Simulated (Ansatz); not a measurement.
**Ti$_{2}$C (Fd-3m): electronic heat capacity and spin susceptibility from the density of states**

Method: DFT r2SCAN, scalar-relativistic, plane waves, PAW in Ansatz.

Settings: cutoff 500 eV, Γ-centred mesh 8×8×8 on the computed 12-atom cell, Gaussian smearing of 0.10 eV; no spin polarisation.

Relaxed cell: Fd-3m, a = 8.620 Å, b = 8.620 Å, c = 8.620 Å, α = 90.00°, β = 90.00°, γ = 90.00°, 12 atoms in the primitive cell. Whether it is the stable form of this composition wasn't checked.

The density of states at the Fermi level is 5.172 states/eV in the cell of 12 atoms (4 formula units; both spins, tetrahedra on a 12×12×12 mesh). Averaged over bins of 0.1 eV the density runs from 2.4 to 10.3 states/eV within 0.2 eV of the Fermi level, so the figure hangs on the exact place of that level.

Task: What Sommerfeld coefficient and Pauli susceptibility does this give?

Result: Per formula unit N(E_F) = 1.293 states/eV. γ = (π²/3) k_B² N(E_F) N_A = 2.357 mJ/(mol K²) per state/eV, so γ = 3.0 mJ/(mol K²), a mole of formula units. χ_P = μ_B² N(E_F) N_A = 3.23×10⁻⁵ emu/mol per state/eV gives 4.2×10⁻⁵ emu/mol. This is the bare band result: a measured γ of the same phase is as a rule larger by a factor 1 + λ from phonons and spin fluctuations, the spin part of χ is larger by the Stoner factor, and a measured χ also holds orbital and core terms. N(E_F) at one energy is sensitive to the mesh where the density of states has sharp peaks.

Cost: 1 run of about 1.6 core-minutes, on Oxide Virtual Turin-like Processor (Zen 5) (shared hosts).